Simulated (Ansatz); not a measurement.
## SnH₂Br₂ (P-3m1) at 2 levels of theory

One geometry, relaxed with PBE; plane waves with PAW potentials in Ansatz, scalar-relativistic. No spin polarisation. Gaps are the least over mesh and band path; pressure is positive in compression, and isn't given for hybrids.

Space group P-3m1 (No. 164). a = 4.387 Å, b = 4.387 Å, c = 9.757 Å, α = 90.00°, β = 90.00°, γ = 120.00°
| atom | site | symmetry | x | y | z |
| --- | --- | --- | --- | --- | --- |
| Sn | 1a | -3m. | 0.0000 | 0.0000 | 0.0000 |
| H | 2c | 3m. | 0.0000 | 0.0000 | 0.4615 |
| Br | 2d | 3m. | 0.3333 | 0.6667 | 0.1705 |

```
level  cutoff (eV)  k mesh  gap (eV)  pressure (GPa)
  PBE          420   6×6×4      2.14             0.0
```

**Question.** What comes out on the same cell with HSE06?

**Answer.**
```csv
level,cutoff (eV),k mesh,gap (eV),pressure (GPa)
HSE06,420,6×6×2,2.91,-
```

The cell holds layers, chains or molecules and no dispersion correction was added, so their binding is poorly described.

It was reached by relaxing an invented guess, and it needn't be the stable form of this composition.
